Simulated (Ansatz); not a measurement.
KBr:
```yaml
crystal:
  lattice:
    - [0.00000, 3.35276, 3.35276]
    - [3.35276, 0.00000, 3.35276]
    - [3.35276, 3.35276, 0.00000]
  atoms:
    - { symbol: K, position: [0.00000, 0.00000, 0.00000] }
    - { symbol: Br, position: [0.50000, 0.50000, 0.50000] }
```

Relaxed with PBE. Special points in fractions of this cell's reciprocal vectors: Γ (0.000, 0.000, 0.000); X (0.500, 0.000, 0.500); U (0.625, 0.250, 0.625); K (0.375, 0.375, 0.750); L (0.500, 0.500, 0.500); W (0.500, 0.250, 0.750).

### Question
List the band energies nearest the valence-band maximum at these points for DFT-PBE in the program Ansatz with PAW potentials.

### Answer
In eV from the valence-band maximum; about four levels below and three above (degenerate sets whole), none deeper than 8.9 eV; points with the same levels are listed once.

```tsv
k	below	above
Γ	0.00 0.00 0.00	4.31 7.59 7.59 7.59
X	-0.76 -0.27 -0.27	5.91 7.03 9.24
U	-0.65 -0.59 -0.30	6.58 7.94 8.31
L	-1.09 -0.30 -0.30	6.49 8.05 9.61 9.61
W	-0.55 -0.55 -0.49	7.33 7.33 8.07
```

Space group Fm-3m (rock salt). Symmetry was held in the PBE relaxation. Spin–orbit coupling is left out wherever it is not named.

Potentials: the later of the program's two PAW sets.
